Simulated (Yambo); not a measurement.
Consider the following.

```
CELL_PARAMETERS angstrom
      0.00000     3.51937     3.51937
      3.51937     0.00000     3.51937
      3.51937     3.51937     0.00000
ATOMIC_POSITIONS crystal
  Si 0.00000 0.00000 0.00000
  Ca 0.75000 0.75000 0.75000
  Ca 0.25000 0.25000 0.25000
```

Workflow: PBEsol (pw.x of Quantum ESPRESSO, ONCV potentials, without SOC), then G0W0 in Yambo (4×4×4 Γ-centred k mesh, bands 3 to 164 and a 8 Ry block in the screening, 164 bands in G with the Bruneval-Gonze terminator, plasmon pole fitted at 27.2 eV).

Task: Give the PBEsol and G0W0 gaps between the band edges found on this mesh, and say where the edges lie.

Result: Edges: X → X. PBEsol: 0.43 eV; G0W0: 1.09 eV. Among the k points computed, the smallest G0W0 gap is 1.02 eV, L → X. Convergence of the G0W0 settings was not tested. 

Geometry strained from the cell relaxed with PBEsol, atoms relaxed again.

The structure is a Materials Project entry; no match was found in the copy of COD used, and its stability was not checked.
